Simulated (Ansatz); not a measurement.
A geometry of NiSb away from equilibrium: the start of the relaxation of a relaxed NiSb cell displaced along its unstable phonon at q = (½, ½, 0) of its primitive reciprocal cell (77i cm⁻¹), largest move 0.15 Å. These are PBEsol (plane waves to 420 eV, PAW, scalar-relativistic; Ansatz, a program for electronic structure) values and carry that method's errors. Γ-centred k-mesh 10×10×5 on the run's cell (coarser than for final values), Fermi–Dirac smearing 0.05 eV.

```xyz
8
Lattice="6.3822 0.0000 0.0000 3.1911 3.1911 0.0000 0.0000 0.0000 7.0658" Properties=species:S:1:pos:R:3 pbc="T T T"
Ni     1.5955     0.1500     4.1764
Ni     4.7866    -0.1500     4.1764
Ni     6.2322     1.5955     2.8893
Ni     3.3411     1.5955     2.8893
Sb     1.5955     0.0640     1.5523
Sb     4.7866    -0.0640     1.5523
Sb     6.3182     1.5955     5.5135
Sb     3.2551     1.5955     5.5135
```

**Question.** Give the Cartesian forces on all atoms (eV/Å).

**Answer.** 
```tsv
atom	Fx	Fy	Fz
Ni1	0.00	0.07	-0.08
Ni2	0.00	-0.07	-0.08
Ni3	-0.07	0.00	0.08
Ni4	0.07	0.00	0.08
Sb5	0.00	0.13	-0.01
Sb6	0.00	-0.13	-0.01
Sb7	-0.13	0.00	0.01
Sb8	0.13	0.00	0.01
```

**Question.** What is the pressure?

**Answer.** 0.0 GPa, compression positive.

No spin polarisation in the result. A magnetic state may lie lower. Without a van der Waals term the distances between weakly bound units are poorly fixed.

The run could not lose the symmetry of its start, so the end can be a saddle point.

The end of the path is a generated cell of NiSb: the first start was made by placing the elements on the sites of a structure type, and the end was not matched to a known phase here, so it may be hypothetical.
